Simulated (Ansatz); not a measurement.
Method: Ansatz, DFT LDA, scalar-relativistic, plane waves, PAW. Cutoff 420 eV, Γ-centred k meshes of 288 to 1728 points, fixed occupations in insulators, in metals Fermi–Dirac smearing of 0.15 eV (Gaussian, 0.2 eV, where magnetic), no spin polarisation. Values of metals depend on mesh and smearing. Spin–orbit coupling is left out. Each crystal stands at its own equilibrium volume, in the symmetry named.

Q: Order these crystals by the highest optical frequency at Γ (without the LO field), lowest first.
A. BiTe (Fm-3m, 2 atoms in the cell, 32.1 Å³/atom, Bi next to 6 Te)
B. WS2 (P-6m2, 3 atoms in the cell, 47.8 Å³/atom, W next to 6 S)
C. YSb (Fm-3m, 2 atoms in the cell, 27.8 Å³/atom, Y next to 6 Sb)
D. CaGe2Pd2 (I4/mmm, 5 atoms in the cell, 17.8 Å³/atom, Ca next to 8 Ge and 8 Pd)
E. BaAu2 (P6/mmm, 3 atoms in the cell, 26.1 Å³/atom, Ba next to 12 Au)

A: A (100 cm⁻¹), E (120 cm⁻¹), C (174 cm⁻¹), D (244 cm⁻¹), B (443 cm⁻¹).